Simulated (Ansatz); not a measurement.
Si₂BN in space group R3m (No. 160; B on 3a, N on 3a, Si on 3a, Si on 3a) at seven volumes, plane-wave PAW r²SCAN (Ansatz code), shape and atoms relaxed at each. One row is withheld.

```
V (Å³/atom)  P (GPa)
-----------  -------
10.377         15.09
10.719          9.57
11.061          4.58
11.403          0.00
11.745         -4.01
12.087         -7.42
12.430             ?
```

Q: Fit the shown pressures and predict the withheld one.

A: Third-order Birch–Murnaghan: P = (3/2)B₀(x^(7/2) − x^(5/2))[1 + (3/4)(B′ − 4)(x − 1)] with x = (V₀/V)^(2/3). Least squares on the six rows gives V₀ = 11.407 Å³/atom, B₀ = 140.4 GPa, B′ = 2.80. At V = 12.430, x = 0.9444 and P = -10.67 GPa. The run itself gave -10.50 GPa.

The start of the workflow was typed in or built on a structure type; neither database checked (COD, Materials Project) lists it. Whether it is the stable phase at ambient conditions was not checked. Symmetry was held in the r²SCAN relaxation; whether a distortion lowers the energy is not shown.

Potentials: the earlier of the program's two PAW sets. The files were generated under PBE; for other functionals the program regenerates the frozen cores, and for LDA and PBEsol the local potential too.
